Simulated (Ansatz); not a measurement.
ZnCu₂SnSe₄:
```cif
data_Cu4Se8Sn2Zn2
_chemical_formula_sum 'Zn2 Cu4 Sn2 Se8'
_space_group_name_H-M_alt 'I-4'
_space_group_IT_number 82
_space_group_name_Hall 'I -4'
_cell_length_a 5.59623
_cell_length_b 5.59623
_cell_length_c 11.19292
_cell_angle_alpha 90.000
_cell_angle_beta 90.000
_cell_angle_gamma 90.000
loop_
_atom_site_label
_atom_site_type_symbol
_atom_site_symmetry_multiplicity
_atom_site_Wyckoff_symbol
_atom_site_fract_x
_atom_site_fract_y
_atom_site_fract_z
_atom_site_occupancy
Zn1 Zn 2 c 0.00000 0.50000 0.25000 1
Cu1 Cu 2 d 0.50000 0.00000 0.25000 1
Cu2 Cu 2 a 0.00000 0.00000 0.00000 1
Sn1 Sn 2 b 0.00000 0.00000 0.50000 1
Se1 Se 8 g 0.27171 0.26159 0.36895 1
```
(The calculation used a cell of 8 atoms; values per cell refer to that cell.)

Relaxed at zero pressure with DFT-LDA in the program Ansatz with PAW potentials.

Q: The volume is raised by 9 % and shape and atoms relax at that volume. What pressure results, and how do the axes share the change?

A: -5.1 GPa; a 2.9 %, b 2.9 %, c 3.0 %; the energy rises by 34 meV/atom.

Q: Give the new structure.

A: 
Space group I-4 (No. 82); a = 5.7583 Å, b = 5.7583 Å, c = 11.5231 Å, α = 90.00°, β = 90.00°, γ = 90.00°

| atom | site | symmetry | x | y | z |
|---|---|---|---|---|---|
| Zn | 2c | -4.. | 0.0000 | 0.5000 | 0.2500 |
| Cu | 2d | -4.. | 0.5000 | 0.0000 | 0.2500 |
| Cu | 2a | -4.. | 0.0000 | 0.0000 | 0.0000 |
| Sn | 2b | -4.. | 0.0000 | 0.0000 | 0.5000 |
| Se | 8g | 1 | 0.2706 | 0.2600 | 0.3696 |

The phase is kept; no other phase was compared at this pressure.

The LDA relaxation kept the symmetry of its start. No spin polarisation was allowed. Spin–orbit coupling is left out wherever it is not named.

Potentials: the later of the program's two PAW sets.
